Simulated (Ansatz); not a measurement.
KMgF3: course of a relaxation

All numbers below come from DFT PBEsol, scalar-relativistic, plane waves, PAW in Ansatz 0.2.0. Settings: 420 eV cutoff, 6×6×6 k-mesh, Gaussian smearing of 0.02 eV, no spin polarisation.

What was changed: uniaxial strain along a, with b, c and atoms relaxed: -4.5 %.

Command:

```bash
ansatz run input.yaml --threads 1 --pin off --max-ram 2560MiB --backend cpu --events-out ev --progress --plain --runs-dir out
```

Input:

```yaml
crystal:
  lattice:
    - [3.8116473583, 0.0, 0.0]
    - [0.0, 4.0361553833, 0.0]
    - [0.0, 0.0, 4.0361553833]
  atoms:
    - { symbol: K, position: [0.5, 0.5, 0.5] }
    - { symbol: Mg, position: [0.0, 0.0, 0.0] }
    - { symbol: F, position: [0.0, 0.5, 0.0] }
    - { symbol: F, position: [0.0, 0.0, 0.5] }
    - { symbol: F, position: [0.5, 0.0, 0.0] }
basis:
  ecutwfc: 420
kpoints:
  mp_grid: { grid: [6, 6, 6] }
hamiltonian:
  xc: pbesol
scf:
  occupations: { method: gaussian, width: 0.02 }
output:
  forces: true
  stress: true
  eigenvalues: true
relax:
  adjacent_minimum: "off"
  f_tol: 0.008
  max_steps: 40
  cell: { stress_tol: 0.015, fix: [a, angles] }
```

F is the free energy. Steps run on the plane waves of an earlier cell, but the last one, and at times one on the way, on a freshly chosen basis, so a repeated geometry can differ a little in energy. The held parts of the cell keep their stress, so P needn't end at zero.

Steps:

```
step F − F(1) (eV) largest force component (eV/Å) V (Å³/atom) P (GPa)
   1         0.0000                           0.000       12.419     2.23
   2        -0.0001                           0.000       12.416     2.25
   3        -0.0001                           0.000       12.412     2.28
   4         0.0001                           0.000       12.412     2.27
```

Relaxed structure:

```xyz
5
Lattice="3.8116 0.0000 0.0000 0.0000 4.0351 0.0000 0.0000 0.0000 4.0351" Properties=species:S:1:pos:R:3 pbc="T T T"
K     1.9058    2.0176    2.0176
Mg    0.0000    0.0000    0.0000
F     0.0000    2.0176    0.0000
F     0.0000    0.0000    2.0176
F     1.9058    0.0000    0.0000
```

The structure is tetragonal, space group P4/mmm (No. 123). The conventional cell has a = 4.035 Å, b = 4.035 Å, c = 3.812 Å, α = 90.00°, β = 90.00°, γ = 90.00°. K (site symmetry 4/mmm) is surrounded by 12 F at 2.78 to 2.85 Å. Mg (site symmetry 4/mmm) has 6 F at 1.91 to 2.02 Å as nearest neighbours. F (site symmetry mmm) has 2 Mg at 2.02 Å as nearest neighbours. F (site symmetry 4/mmm) has 2 Mg at 1.91 Å as nearest neighbours.

The run converged. It took 22 s on 1 thread of AMD EPYC 7R43 64-Core Processor (Zen 3) (shared host), peak memory 0.43 GiB.